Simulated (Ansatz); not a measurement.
Si (diamond, Fd-3m), r²SCAN (plane waves, PAW; program Ansatz). The conduction-band minimum lies on the Γ–X line, 84 % of the way from Γ, with 6 equivalent valleys. Second derivatives d²E/dk² of the lowest band at one valley (eV·Å²), along Cartesian directions:

```csv
direction,d²E/dk²
[100],8.176
[010],39.88
[001],39.88
[110],24.04
[101],24.04
[011],39.71
```

Problem. Find the principal effective masses, the density-of-states mass and the conductivity mass.

Solution. Off-diagonal terms follow from H_xy = H[110] − (H_xx + H_yy)/2, and m*/mₑ = 7.620 eV·Å² over each eigenvalue: 0.19, 0.19, 0.93. One valley's DOS mass (m₁m₂m₃)^(1/3) = 0.32, conductivity mass 3/(Σ 1/mᵢ) = 0.26 mₑ.

Problem. What effective density of states Nc follows at 300 K for parabolic valleys?

Solution. Nc = 2.509e19 × 6 × (0.32)^(3/2) ≈ 2.7e19 cm⁻³.

Problem. With the computed static dielectric constant 11.7 (mean of the diagonal), estimate a hydrogenic donor's binding energy and radius.

Solution. E = 13.606 eV × 0.26/11.7² ≈ 26 meV; a = 0.529 Å × ε/m* ≈ 24 Å. Semilocal masses tend to be too small where the gap is.

Symmetry was held in the r²SCAN relaxation; phonons on a q-mesh show no instability.

Potentials: the earlier of the program's two PAW sets.
